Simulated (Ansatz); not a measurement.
Relaxed-ion elastic tensor of MgO (rock salt, Fm-3m) in GPa (Voigt order), DFT-PBEsol in the program Ansatz with PAW potentials; density 3.58 g/cm³, 9.36 Å³ per atom.

```
 293  89.8  89.8   0.0   0.0   0.0
89.8   293  89.8   0.0   0.0   0.0
89.8  89.8   293   0.0   0.0   0.0
 0.0   0.0   0.0   145   0.0   0.0
 0.0   0.0   0.0   0.0   145   0.0
 0.0   0.0   0.0   0.0   0.0   145
```

### Question
Is the crystal mechanically stable?

### Answer
Yes: the smallest eigenvalue of C is 145 GPa.

### Question
Work out the Voigt, Reuss and Hill averages.

### Answer
K_V = 158, K_R = 158, K_H = 158; G_V = 127, G_R = 124, G_H = 126 GPa.

### Question
Give Young's modulus, Poisson's ratio, Pugh's ratio and the universal anisotropy index.

### Answer
E = 9KG/(3K + G) = 298 GPa; ν = 0.19; K/G = 1.26 (brittle by the Pugh limit of 1.75); A_U = 5G_V/G_R + K_V/K_R − 6 = 0.15.

### Question
Estimate the sound speeds and the Debye temperature.

### Answer
v_l = √((K + 4G/3)/ρ) = 9530 m/s, v_t = √(G/ρ) = 5920 m/s, mean 6530 m/s; Θ = (h/k)(3n/4πV)^(1/3) v_m = 923 K.

### Question
Give the Zener ratio and Young's modulus along [100], [110] and [111].

### Answer
A = 2C44/(C11 − C12) = 1.42; 1/E = S11 − 2(S11 − S12 − S44/2)Γ with Γ = 0, 1/4, 1/3 gives 251, 307, 332 GPa.

### Question
Solve the Christoffel equation for the three sound speeds along [100], [110], [111].

### Answer
Eigenvalues of C_ijkl n_j n_l equal ρv². In km/s, slowest first: [100] 6.36, 6.36, 9.05; [110] 5.33, 6.36, 9.69; [111] 5.69, 5.69, 9.90.

The cell was relaxed with PBEsol under the symmetry of its start; phonons on a q-mesh show no instability. The volume moved by -33 % from the start of the relaxation.

Potentials: the later of the program's two PAW sets.
